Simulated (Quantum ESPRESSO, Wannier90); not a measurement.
# Wannierisation of Mg2Ge (anti-fluorite)

```xyz
3
Lattice="0.0000 3.1843 3.1843 3.1843 0.0000 3.1843 3.1843 3.1843 0.0000" Properties=species:S:1:pos:R:3 pbc="T T T"
Mg    -1.5921    -1.5921    -1.5921
Mg     1.5921     1.5921     1.5921
Ge     0.0000     0.0000     0.0000
```

Materials Project entry mp-408; symmetrised, unrelaxed at this level. COD (Crystallography Open Database) has an entry of this formula and space group (matched by these alone). Level: LDA, no spin polarisation, no spin-orbit coupling; pw.x of Quantum ESPRESSO at 68 Ry with PseudoDojo potentials, 8×8×8 k-points, Wannier90. Density: 8×8×8 mesh, cold smearing 0.01 Ry. Spin-orbit coupling, left out, would split the p-like bands by a few tenths of an eV. The gap is small at this level and was sampled on the meshes and a path alone.

Energies are relative to the valence-band maximum.

**Bands.** A Kohn-Sham gap of 0.13 eV opens above band 17. 5 filled groups are cut off by gaps; the highest, bands 15–17, spans -4.88 to 0.00 eV and is Ge 4p 75 %, Mg 3s 16 %.

**Valence functions.** The best of several starts gives 4 functions with Ω_total = 13.70 Å², 84 % of it gauge-invariant: 4 of 3.43 Å² at 0.69 Å from Ge.

**Model.** 12 functions (Mg sp, Ge sp) from bands 14-34, frozen to 1.63 eV, reach Ω_I = 20.35 Å² and follow pw.x to 6.6 meV rms (states up to 1.1 eV relative to the valence-band maximum).

**Frozen window.** Edge, Ω_I and misfit go -0.4 eV, 19.82 Å², 97 meV; 0.6 eV, 19.96 Å², 25 meV; 1.6 eV, 20.35 Å², 6.6 meV; 5.6 eV, 27.04 Å², 5.9 meV. Ω_I never falls as the edge rises, since each frozen state takes freedom from the choice of the smoothest subspace. The edges under the compared range leave its upper states unfrozen, and their misfit is the largest.

**No window.** Without a frozen window Ω_I drops to 19.34 Å² while the misfit grows to 193 meV: a small spread is no proof of good bands.

**Outer window.** The setting "outer window to 13.46 eV" raises Ω_I to 32.35 Å², as fewer states are left to mix in, and the misfit goes to 6.4 meV.

**Stops.** With the frozen window to 7.74 eV the program stops (More states in the frozen window than target WFs). With the outer window to 10.46 eV the program stops (Energy window contains fewer states than number of target WFs).
